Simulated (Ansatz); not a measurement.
Te (trigonal-Te type, space group P3_121)

```xyz
3
Lattice="4.6235 0.0000 0.0000 -2.3118 4.0041 0.0000 0.0000 0.0000 5.9044" Properties=species:S:1:pos:R:3 pbc="T T T"
Te     1.1718     0.0000     1.9681
Te    -0.5859     1.0148     3.9362
Te     1.7259     2.9893     0.0000
```

Grid over V/V₀ and (c/a)/(c/a)₀, subscript 0 meaning the relaxed cell; the conventional c axis lies along z; no internal relaxation.

Method: r2SCAN (plane waves to 500 eV, PAW, scalar-relativistic; Ansatz, a quantum-chemistry and plane-wave program). k mesh 8×8×6 (Γ-centred), Fermi-Dirac smearing 0.05 eV. Compression counts positive. As the atoms are clamped, bonds stretch with the cell, which overstates energies and stresses. Spin-orbit coupling is left out, though Te is heavy. Te was relaxed with its symmetry unable to fall. The PAW data are Ansatz's earlier set.

At one point of the scan the stress tensor (GPa) is:

```
  -0.28     0.00     0.00
   0.00    -0.28     0.00
   0.00     0.00    -1.79
```

Q: Which point is it?
A) V/V₀ = 1.013, (c/a)/(c/a)₀ = 1.027
B) V/V₀ = 1.040, (c/a)/(c/a)₀ = 1.027
C) V/V₀ = 1.000, (c/a)/(c/a)₀ = 1.053
D) V/V₀ = 1.013, (c/a)/(c/a)₀ = 0.973

A: C, V/V₀ = 1.000, (c/a)/(c/a)₀ = 1.053

(Under strain, the slope of the energy per volume gives the stress and its curvature an elastic modulus.)
